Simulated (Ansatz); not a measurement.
**Structure relaxation, Sb**

The start is a relaxed Sb cell, doubled along one cell vector, shaken by Gaussian noise of σ = 0.08 Å a coordinate. The cell and all atomic positions are relaxed at zero pressure with PBEsol (plane waves to 420 eV, PAW, scalar-relativistic; Ansatz, a first-principles code). First-step values are on the input's coarse k-mesh.

Ansatz input (later rounds restart from its end on a renewed k-mesh):
Ansatz 0.2 input:
```yaml
crystal:
  lattice:
    - [5.1873039597, 0, 0]
    - [-5.1873039598, 8.9846740125, 0]
    - [0, 0, 6.3322821388]
  atoms:
    - { symbol: Sb, position: [0.3526910531, 0.3378117016, 0.0237504034] }
    - { symbol: Sb, position: [0.348944832, 0.8435121547, 0.0306707928] }
    - { symbol: Sb, position: [0.6368148302, 0.1640612546, 0.5288351782] }
    - { symbol: Sb, position: [0.6741714034, 0.6659867847, 0.5198468923] }
    - { symbol: Sb, position: [0.6668848332, 0.15981143, 0.9786131967] }
    - { symbol: Sb, position: [0.6571841465, 0.6678869783, 0.9738746003] }
    - { symbol: Sb, position: [0.378232053, 0.349752471, 0.4894326553] }
    - { symbol: Sb, position: [0.3596079425, 0.8435594818, 0.4904464571] }
basis: { ecutwfc: 420, ecutrho_ratio: 4, xc_grid: 2, fft_grid_basis: typed }
kpoints: { mp_grid: { grid: [7, 4, 5] } }
hamiltonian:
  xc: pbesol
  dispersion: none
  pseudopotentials: { azcp: { folder: ./paw }, kind: paw }
scf: { occupations: { method: fermi_dirac, width: 0.05 } }
relax: { f_tol: 0.01, max_steps: 100, cell: { stress_tol: 0.02 } }
output: { forces: true, stress: true }
```

Task: Which atoms feel the largest initial force, and how large is it?

Result: 0.82 eV/Å, on Sb7 (atoms numbered as listed).

Task: How much energy is released per atom?

Result: 0.24 eV/atom.

Task: How does the volume change?

Result: -19.2 %, from 36.89 to 29.81 Å³/atom.

Task: Does it find its way back to the structure it was made from?

Result: It does not go back: it reaches R-3m (No. 166), AFLOW prototype A_hR2_166_c (A7, as in As), 0.21 eV/atom below the parent.

Task: How do the shortest distances between atoms change?

Result: The closest pairs of elements (up to four, under 3.6 Å), start → end: Sb–Sb 2.85 → 2.93 Å.

Task: What band gap does the relaxed structure have at this level?

Result: No gap (metallic).

Final values are on a 13×13×13 k-mesh of the relaxed cell. No spin polarisation in the result.

Of the parent cell (P6₃/mmc (No. 194)): it is a generated cell of Sb: the first start was made by placing the elements on the sites of a structure type, and the end was not matched to a known phase here, so it may be hypothetical. Known forms of Sb include space group No. 166.
